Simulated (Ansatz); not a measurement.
Rb2P2Pd:
Space group Cmcm (No. 63); a = 6.6003 Å, b = 14.5295 Å, c = 6.0410 Å, α = 90.00°, β = 90.00°, γ = 90.00°

```tsv
atom	site	symmetry	x	y	z
Rb	4c	m2m	0.0000	0.2117	0.7500
Rb	4c	m2m	0.0000	0.4198	0.2500
P	8g	..m	0.1641	0.1058	0.2500
Pd	4a	2/m..	0.0000	0.0000	0.0000
```
(The calculation used a cell of 10 atoms; values per cell refer to that cell.)

Relaxed with r²SCAN. 

### Question
HSE06 on this cell (Ansatz, a quantum-chemistry and plane-wave program, PAW) gives a gap of 1.89 eV. What does r²SCAN give?

### Answer
1.25 eV.

Cost on shared cores: the r²SCAN run (SCF on a 5×5×5 mesh, then bands and DOS) around 11 core-minutes (rough), the HSE06 run (SCF on 3×3×3, then a few points) around 6 core-minutes (rough); the tasks are unlike.

The first step of the workflow began from a Materials Project structure, measured or hypothetical; the Crystallography Open Database copy checked does not list it. Its standing as an ambient phase is unchecked. The r²SCAN relaxation kept the symmetry of its start; its stability against distortions is not shown here. The run is not spin-polarised. Scalar-relativistic: spin–orbit coupling is off unless named, which matters more the heavier the elements.

Potentials: the later of the program's two PAW sets.

Ansatz is a plane-wave DFT program.
